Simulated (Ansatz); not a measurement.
B₆As:
```xyz
14
Lattice="3.0614 1.7675 3.9479 -3.0614 1.7675 3.9479 0.0000 -3.5350 3.9479" Properties=species:S:1:pos:R:3 pbc="T T T"
B      0.0000    -1.0923     1.4055
B      0.0000     1.0923    10.4382
B      0.9459     0.5461     1.4055
B     -0.9459    -0.5461    10.4382
B     -0.9459     0.5461     1.4055
B      0.9459    -0.5461    10.4382
B      1.6813    -0.9707     7.5649
B     -1.6813     0.9707     4.2788
B      0.0000     1.9414     7.5649
B      0.0000    -1.9414     4.2788
B     -1.6813    -0.9707     7.5649
B      1.6813     0.9707     4.2788
As     0.0000     0.0000     7.1156
As     0.0000     0.0000     4.7280
```

Relaxed with PBEsol. Independent-particle spectrum: no excitons, no local fields, no scissors shift; 0.1 eV broadening; ε₁ of the summed bands alone.

### Question
Tabulate the dielectric function from the program Ansatz at the PBEsol level (PAW).

### Answer


| E (eV) | ε₁ xx | ε₂ xx | ε₁ zz | ε₂ zz |
|---|---|---|---|---|
| 0.0 | 8.04 | 0.00 | 8.65 | 0.00 |
| 0.4 | 8.07 | 0.00 | 8.69 | 0.00 |
| 0.8 | 8.15 | 0.00 | 8.80 | 0.00 |
| 1.2 | 8.29 | 0.00 | 8.99 | 0.00 |
| 1.6 | 8.49 | 0.00 | 9.27 | 0.00 |
| 2.0 | 8.79 | 0.00 | 9.69 | 0.00 |
| 2.4 | 9.19 | 0.00 | 10.29 | 0.00 |
| 2.8 | 9.75 | 0.00 | 11.20 | 0.02 |
| 3.2 | 10.57 | 0.02 | 12.66 | 0.12 |
| 3.6 | 11.86 | 0.23 | 15.48 | 1.15 |
| 4.0 | 13.84 | 0.80 | 18.18 | 5.09 |
| 4.4 | 16.35 | 3.48 | 17.14 | 10.85 |
| 4.8 | 16.02 | 8.65 | 13.77 | 16.15 |
| 5.2 | 15.36 | 8.70 | 7.88 | 10.19 |
| 5.6 | 15.11 | 13.76 | 10.50 | 16.93 |
| 6.0 | 10.51 | 16.85 | 2.75 | 15.64 |
| 6.4 | 5.36 | 18.20 | 2.89 | 14.50 |
| 6.8 | 2.53 | 17.24 | 0.49 | 12.54 |
| 7.2 | -1.31 | 15.94 | -2.54 | 13.13 |
| 7.6 | -2.59 | 13.35 | -3.57 | 9.14 |
| 8.0 | -2.62 | 10.60 | -1.91 | 7.49 |
| 8.4 | -3.74 | 10.78 | -2.69 | 6.61 |
| 8.8 | -4.56 | 9.08 | -1.84 | 6.24 |
| 9.2 | -5.08 | 7.70 | -1.67 | 6.00 |
| 9.6 | -4.68 | 5.97 | -1.61 | 6.51 |
| 10.0 | -4.56 | 5.33 | -2.81 | 7.75 |
| 10.4 | -4.35 | 4.53 | -3.57 | 5.13 |
| 10.8 | -4.11 | 3.50 | -3.57 | 4.14 |
| 11.2 | -3.74 | 3.07 | -3.44 | 3.84 |
| 11.6 | -3.40 | 2.45 | -3.26 | 2.97 |
| 12.0 | -3.01 | 2.06 | -3.05 | 2.53 |

With all bands, ε∞ without local fields is 8.11 (xx = yy), 8.73 (zz). DFPT, with local fields, gives 7.67 (xx = yy), 7.90 (zz).

Space group R-3m. The first step of the workflow began from a Materials Project structure, measured or hypothetical; the Crystallography Open Database copy checked does not list it. Its standing as an ambient phase is unchecked. Symmetry was held in the PBEsol relaxation; phonons on a q-mesh show no instability. Scalar-relativistic: spin–orbit coupling is off unless named, which matters more the heavier the elements.

Potentials: the later of the program's two PAW sets.
